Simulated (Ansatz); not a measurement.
**SiSe2: computed property card**

SiSe$_{2}$:
```
SiSe2
1.0
   -3.03926     4.41210     2.90359
    3.03926    -4.41210     2.90359
    3.03926     4.41210    -2.90359
Se Si
4 2
Direct
  0.86758   0.78462   0.65220
  0.36758   0.71538   0.08296
  0.63242   0.28462   0.91704
  0.13242   0.21538   0.34780
  0.75000   0.75000   0.00000
  0.25000   0.25000   0.00000
```

Space group Ibam (No. 72); conventional cell a = 6.0785 Å, b = 8.8242 Å, c = 5.8072 Å, α = 90.00°, β = 90.00°, γ = 90.00°.

Method: DFT-LDA in the program Ansatz with PAW potentials. Geometry: relaxed at this level of theory. Other levels are named where they apply.

Cell and energy:

| Quantity | Result |
|---|---|
| Volume per atom | 25.96 Å³ |
| Density | 3.97 g/cm³ |
| Formation energy from the elements (no fitted shifts) | -0.37 eV/atom |

Electronic structure:

| Property | Result |
|---|---|
| Band gap | 1.36 eV (indirect) |
| Valence-band maximum | on the Σ0–Γ line, 10 % of the way from Σ0 (k = 0.333, -0.333, -0.333 in fractions of the reciprocal vectors) |
| Conduction-band minimum | at X (k = 0.500, 0.500, 0.500 in fractions of the reciprocal vectors) |
| Smallest direct gap on the standard path | 1.46 eV |
| Electron effective mass | 0.38, 0.53, 0.67 mₑ (principal values) |
| Electron effective mass with spin–orbit coupling | 0.38, 0.53, 0.67 mₑ (principal values) |
| Hole effective mass | 1.0, 1.1, 1.1 mₑ (principal values) |
| Hole effective mass with spin–orbit coupling | 1.1, 1.1, 1.2 mₑ (principal values) |
| Gap with spin–orbit coupling | 1.36 eV |

Mechanics:

| Item | Result |
|---|---|
| Bulk modulus (Birch–Murnaghan fit) | 12.9 GPa |
| Pressure derivative B′ | 9.2 |

Charges:

| Quantity | Value |
|---|---|
| Bader charges | Se -0.97, Si +1.93 e |

Symmetry was held in the LDA relaxation. A crystal of weakly bound chains computed without a dispersion correction: the cell and the soft elastic constants depend strongly on that. The references are the lowest solids computed at this level, not always the standard phases. Spin–orbit coupling is left out wherever it is not named.

Potentials: the later of the program's two PAW sets.
